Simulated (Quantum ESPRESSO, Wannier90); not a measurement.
Wannierisation of Ag (fcc (Cu type))

```xyz
1
Lattice="0.0000 2.0522 2.0522 2.0522 0.0000 2.0522 2.0522 2.0522 0.0000" Properties=species:S:1:pos:R:3 pbc="T T T"
Ag     0.0000     0.0000     0.0000
```

Structure: Materials Project mp-124, symmetrised, not relaxed again. This is the element's usual structure. Level: LDA, no spin polarisation, no spin-orbit coupling; pw.x of Quantum ESPRESSO at 69 Ry with PseudoDojo potentials, 10×10×10 k-points, Wannier90. Density: 18×18×18 mesh, cold smearing 0.01 Ry.

Valence charges of the files: Ag 19. 21 bands were computed.

Isolated groups of bands, relative to the Fermi level (bands from 5 on overlap up to the last one computed):

```csv
bands,from (eV),to (eV),filling,weight on atomic waves
1,-91.66,-91.64,filled,Ag 4s 99 %
2–4,-55.29,-55.13,filled,Ag 4p 100 %
```

Wanted is a model with the orbitals Ag s p d, without the filled groups that are mainly made of other shells (semicore states, and anion s where it isn't named); all higher bands stay in for disentanglement.

Q: Give num_wann, exclude_bands and num_bands, and the number of electrons that the model holds.

A: Electrons: 1×19 = 19, or 9.5 bands' worth; no gap over 0.05 eV opens at the Fermi level at this level of theory.
num_wann = 1×9 = 9.
exclude_bands = 1-4, 4 bands, so num_bands = 21 − 4 = 17.
The model holds 19 − 2×4 = 11 electrons. With the window frozen to 1.50 eV it follows pw.x to 7.8 meV rms (states up to 1.0 eV relative to the Fermi level).
